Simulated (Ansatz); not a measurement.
# I (I4/mmm), tetragonal deformation path

The calculation used DFT PBEsol, scalar-relativistic, plane waves, PAW in Ansatz. The runs took a 420 eV cutoff, a Γ-centred 22×22×22 mesh and Gaussian smearing (0.15 eV). No spin polarisation. Energies are free energies at this smearing, counted from the undisturbed cell; pressure is positive in compression.

Reference structure (as given, not relaxed at this level; it stands at -1.5 GPa; this form isn't the usual structure):

```
CELL_PARAMETERS angstrom
-1.61746 1.61746 4.26481
1.61746 -1.61746 4.26481
1.61746 1.61746 -4.26481
ATOMIC_POSITIONS crystal
I 0.00000 0.00000 0.00000
```

The cell holds layers and no dispersion correction was added, so their binding is poorly described.

At fixed volume and fractional coordinates, lengths along (0.000, 0.000, 1.000) are scaled against those across it; ρ is that ratio over its starting value. The cell is metallic on the mesh throughout.

```csv
ρ,ΔE (meV/atom),pressure (GPa)
0.850,?,?
0.920,41.7,-3.0
1.000,0.0,-1.5
1.100,5.3,1.0
1.200,73.8,4.0
```

(1) Give the withheld values.

Answers

(1) ΔE (meV/atom) at ρ = 0.850: 112.6; pressure (GPa) at ρ = 0.850: -4.0.